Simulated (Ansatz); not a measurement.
Single point in Ansatz 0.2.0 with r2SCAN, no spin polarisation. Cutoff 500 eV, PAW datasets, 6×6×5 Γ-centred k mesh, fermi-dirac filling (width 0.1 eV).

Computed maps in the lattice plane spanned by a (left to right, 6.55 Å, 20 points from zero) and b (bottom to top, 7.45 Å, 23 points from zero), 64° apart, at height 0.500 along c. The fields are smooth PAW ones with compensation charges, not the true ones near nuclei.

Valence density. Digits on a logarithmic scale: 0 up to 0.03 e/Å³, each further digit a factor of 1.6, 9 from 1.3 e/Å³ up:
```
22233446999998644322
33333345699998644333
56543334568987543334
78986323456776543334
89999632346777654335
79999852346799864324
69999963245799975423
47999974234689986432
24799864223568986532
12456653222456776532
12344543222234555432
12345554322223454432
12356776542223566542
22356898653224689974
42346899864324799997
63245799975423699999
74234689976432589999
85334567776432369999
74333456776543236898
54333457898654333456
33334468999965433333
22234468999996443322
22233457999997543322
```

ELF. Ten even steps from '0' (0.03) to '9' (0.88):
```
00012222368863222210
00000122245553222100
35510012222332222100
79994001233333332001
99999500244444443002
99879930144322344101
79968970045420244400
18999981026531135620
02799971016654345650
00024420003776556762
00000100001355555542
02455555531000010000
02676556773000244200
00565434566101799972
10265311356201899998
70044420245400798699
91014432234410399789
92003444444420059999
71002333333321004999
30012222332222100155
00012223555422210000
00122223688632222100
00122322589852232210
```

The cell is K2AgGe4. Which atoms lie within 0.2 Å of this plane, and where (fractions of a and b)?

Ag at (0.50, 0.00), K at (0.14, 0.71), K at (0.86, 0.29). The whole cell:
```yaml
crystal:
  lattice:
    - [6.54952, 0.00000, 0.00000]
    - [3.27476, -6.69148, 0.00000]
    - [0.00000, 0.00000, -6.81862]
  atoms:
    - { symbol: Ag, position: [0.50000, 0.00000, 0.50000] }
    - { symbol: Ag, position: [0.00000, 0.00000, 0.00000] }
    - { symbol: K, position: [0.14307, 0.71386, 0.48100] }
    - { symbol: K, position: [0.35693, 0.28614, 0.98100] }
    - { symbol: K, position: [0.85693, 0.28614, 0.51900] }
    - { symbol: K, position: [0.64307, 0.71386, 0.01900] }
    - { symbol: Ge, position: [0.66110, 0.67780, 0.43010] }
    - { symbol: Ge, position: [0.83890, 0.32220, 0.93010] }
    - { symbol: Ge, position: [0.33890, 0.32220, 0.56990] }
    - { symbol: Ge, position: [0.16110, 0.67780, 0.06990] }
    - { symbol: Ge, position: [0.27820, 0.94360, 0.75000] }
    - { symbol: Ge, position: [0.22180, 0.05640, 0.25000] }
    - { symbol: Ge, position: [0.72180, 0.05640, 0.25000] }
    - { symbol: Ge, position: [0.77820, 0.94360, 0.75000] }
```

Origin: a known structure type with other elements, at an estimated volume, so it need not be a known compound. Caveats: atoms or cell far from equilibrium.
